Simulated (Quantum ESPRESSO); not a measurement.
# Kohn-Sham bands of CdSe (wurtzite)

```
CdSe
1.0
    4.34609     0.00000     0.00000
   -2.17304     3.76382     0.00000
    0.00000     0.00000     7.08984
Cd Se
2 2
Direct
  0.66667   0.33333   0.49995
  0.33333   0.66667   0.99995
  0.66667   0.33333   0.87591
  0.33333   0.66667   0.37591
```

Cell from Materials Project (mp-1070), symmetrised, no further relaxation. COD (Crystallography Open Database) has an entry of this formula and space group (matched by these alone). Level: LDA, no spin polarisation, no spin-orbit coupling; pw.x of Quantum ESPRESSO at 82 Ry with PseudoDojo potentials, 6×6×4 k-points, Wannier90. Density: 12×12×6 mesh, Gaussian smearing 0.01 Ry. Spin-orbit coupling, left out, would split the p-like bands by a few tenths of an eV.

### Question
List the Kohn-Sham levels between −8 and 3.3 eV relative to the valence-band maximum at the high-symmetry points, as a band run of pw.x on that density gives them (levels within 2 meV counted together).

### Answer
```tsv
point	k (reciprocal lattice)	levels (eV)
Γ	0.000 0.000 0.000	-7.81, -7.81 (×2), -7.75 (×2), -7.50 (×2), -7.44 (×2), -7.20, -4.29, -0.73 (×2), -0.05, 0.00 (×2), 0.32, 1.95
M	0.500 0.000 0.000	-7.74, -7.73, -7.60, -7.58, -7.58, -7.53, -7.46, -7.42, -7.23, -7.12, -4.15, -3.61, -2.58, -1.79, -1.29, -0.73, 2.96, 3.15
K	0.333 0.333 0.000	-7.76, -7.64 (×2), -7.59, -7.51 (×2), -7.50, -7.45, -7.10 (×2), -3.77 (×2), -2.96, -1.81 (×2), -1.63
A	0.000 0.000 0.500	-7.78 (×4), -7.63 (×2), -7.47 (×4), -2.67 (×2), -0.38 (×4), 2.10 (×2)
L	0.500 0.000 0.500	-7.71 (×2), -7.66 (×2), -7.52 (×2), -7.44 (×2), -7.18 (×2), -4.15 (×2), -1.32 (×2), -1.30 (×2), 2.72 (×2)
H	0.333 0.333 0.500	-7.67 (×2), -7.66 (×2), -7.50 (×2), -7.49 (×2), -7.09 (×2), -4.05 (×2), -2.36 (×2), -1.08 (×2)
```
